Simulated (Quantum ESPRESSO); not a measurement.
# Kohn-Sham bands of CsGeBr3 (cubic perovskite)

```xyz
5
Lattice="5.5333 0.0000 0.0000 0.0000 5.5333 0.0000 0.0000 0.0000 5.5333" Properties=species:S:1:pos:R:3 pbc="T T T"
Cs     0.0000     0.0000     0.0000
Ge     2.7667     2.7667     2.7667
Br     2.7667     2.7667     0.0000
Br     0.0000     2.7667     2.7667
Br     2.7667     0.0000     2.7667
```

Materials Project entry mp-570223; symmetrised, unrelaxed at this level. Not found in the COD (Crystallography Open Database) copy used; not checked further. Computed values, not measurements, from PBEsol: Quantum ESPRESSO (norm-conserving PseudoDojo potentials, cutoff 63 Ry, spinors with spin-orbit coupling) on a Γ-centred 4×4×4 mesh, then Wannier90. Density: 6×6×6 mesh, Gaussian smearing 0.01 Ry.

Energies are relative to the valence-band maximum; weights are on the orthonormalised atomic waves of the pseudopotential files, averaged over the group. 44 electrons a cell are treated as valence.

| bands | from (eV) | to (eV) | filling | weight on atomic waves |
|---|---|---|---|---|
| 1–4 | -25.74 | -25.73 | filled | ___ |
| 5–10 | -25.16 | -25.15 | filled | ___ |
| 11–12 | -21.39 | -21.38 | filled | ___ |
| 13–18 | -15.54 | -14.76 | filled | ___ |
| 19–26 | -9.63 | -7.08 | filled | ___ |
| 27–44 | -5.27 | 0.00 | filled | ___ |

Problem. Which atomic shells make up each group?

Solution. 
- 1–4, weight on atomic waves: Ge 3d 100 %
- 5–10, weight on atomic waves: Ge 3d 100 %
- 11–12, weight on atomic waves: Cs 5s 99 %
- 13–18, weight on atomic waves: Br 4s 91 %, Ge 4p 5 %
- 19–26, weight on atomic waves: Cs 5p 73 %, Ge 4s 16 %, Br 4p 8 %
- 27–44, weight on atomic waves: Br 4p 87 %, Ge 4p 8 %

The Kohn-Sham gap over both meshes and the path is 0.35 eV.
